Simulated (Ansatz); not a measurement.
# W3O: opening a crack plane

W3O, Pm-3n, a = 4.831 Å. The structure is a Materials Project entry; whether it is the stable form wasn't checked. Ansatz: PBEsol, PAW, 420 eV, Γ-centred 8×8×4 mesh on 16 atoms, Gaussian smearing 0.15 eV; no spin polarisation. One cut on (100) per cell of 16 atoms is opened rigidly by x, between planes of O+W and W that stand 1.21 Å apart; y is the energy per area (23.342 Å², 1 eV/Å² = 16.02 J/m²).

| x (Å) | y (J/m²) |
| --- | --- |
| 0.00 | 0.000 |
| 0.25 | 0.279 |
| 0.50 | ? |
| 1.00 | 2.348 |
| 2.00 | 4.395 |
| 3.00 | 5.143 |
| 6.00 | 5.378 |

Task: Fit the universal binding curve y = W[1 − (1 + x/l) e^(−x/l)] to the other rows, give the peak stress, and predict the missing value.

Result: Least squares gives W = 5.43 J/m² and l = 0.667 Å. The stress dy/dx peaks at x = l with W/(e l) = 29.9 GPa, for rigid faces. At x = 0.50: x/l = 0.750, y = 0.941 J/m². The run gave 0.887 J/m², so the fit is 0.054 J/m² too high, within twice the rms miss on the fitted rows (0.043 J/m²).

Spin–orbit coupling is left out, which can shift energies with elements as heavy as these.

Cost: 8 runs of about 21 core-minutes in all, on AMD EPYC 7R43 (Zen 3) (shared hosts).